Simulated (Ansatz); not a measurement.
Sn (diamond, Fd-3m) under volume change, DFT-LDA in the program Ansatz with PAW potentials, scaled uniformly.

```tsv
V (Å³/atom)	E − E(relaxed) (meV/atom)	P (GPa)
30.862	45.9	5.30
31.879	…	…
32.896	4.5	1.46
33.914	0.0	0.00
34.931	4.0	-1.23
35.949	15.2	-2.26
36.966	…	…
```

Question: Complete the blanks.

Answer: 
- 31.879, E − E(relaxed) (meV/atom): 19.1
- 31.879, P (GPa): 3.20
- 36.966, E − E(relaxed) (meV/atom): 32.3
- 36.966, P (GPa): -3.12

Question: What does a third-order Birch–Murnaghan fit give for V₀, B₀ and B′?

Answer: V₀ = 33.91 Å³/atom, B₀ = 44.6 GPa, B′ = 4.9.

This is a known low-temperature phase of the composition, computed here at zero pressure and temperature. The LDA relaxation kept the symmetry of its start; phonons on a q-mesh show no instability. Scalar-relativistic: spin–orbit coupling is off unless named, which matters more the heavier the elements.

Potentials: the earlier of the program's two PAW sets.
